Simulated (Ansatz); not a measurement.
Ca (fcc (Cu type)), relaxed and computed with several functionals in Ansatz (plane waves, PAW).

```
functional       a (Å)
----------  ----------
LDA         (withheld)
r²SCAN           5.567
PBE              5.526
r²SCAN+D4        5.546
PBEsol           5.455
PBE+D3(BJ)       5.435
```

Task: What belongs in the gaps?

Result: 
- LDA, a (Å): 5.336

All cells were relaxed under the symmetry of their starts (and spin orders); stability against distortions was not tested throughout.

Potentials: the earlier of the program's two PAW sets. The files were generated under PBE; for other functionals the program regenerates the frozen cores, and for LDA and PBEsol the local potential too.

Ansatz (a first-principles code) is a plane-wave DFT program.
